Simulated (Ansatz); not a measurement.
HfO2:
```yaml
crystal:
  lattice:
    - [0.00000, 2.52830, 2.52830]
    - [2.52830, 0.00000, 2.52830]
    - [2.52830, 2.52830, 0.00000]
  atoms:
    - { symbol: Hf, position: [0.00000, 0.00000, 0.00000] }
    - { symbol: O, position: [0.75000, 0.75000, 0.75000] }
    - { symbol: O, position: [0.25000, 0.25000, 0.25000] }
```

Relaxed with HSE06. Special points in fractions of this cell's reciprocal vectors: Γ (0.000, 0.000, 0.000); X (0.500, 0.000, 0.500); U (0.625, 0.250, 0.625); K (0.375, 0.375, 0.750); L (0.500, 0.500, 0.500); W (0.500, 0.250, 0.750).

Q: List the band energies nearest the valence-band maximum at these points for DFT-HSE06 in the program Ansatz with PAW potentials.

A: In eV from the valence-band maximum; about four levels below and three above (degenerate sets whole), none deeper than 8.9 eV; points with the same levels are listed once.

```tsv
k	below	above
Γ	-5.85 -5.85 -5.85 -0.68 -0.68 -0.68	5.58 5.58 7.45
X	-3.81 -3.81 -1.69 -1.69 0.00	5.41 7.41 8.47
U	-3.66 -2.45 -1.47 -0.37	5.98 7.30 8.76
L	-3.35 -2.96 -2.02 -2.02	6.37 6.37 8.86
W	-2.82 -2.82 -1.53 -0.23	6.51 7.01 8.91 8.91
```

Space group Fm-3m (fluorite). This is a known high-temperature phase of the composition, computed here at zero pressure and temperature. The cell was relaxed with HSE06 under the symmetry of its start; whether a distortion lowers the energy is not shown. The run is not spin-polarised. The hybrid was solved on a coarse mesh, the path and, where they were found, the r²SCAN edge points; its band edges are the extreme levels among these. Scalar-relativistic: spin–orbit coupling is off unless named, which matters more the heavier the elements.

Potentials: the earlier of the program's two PAW sets.
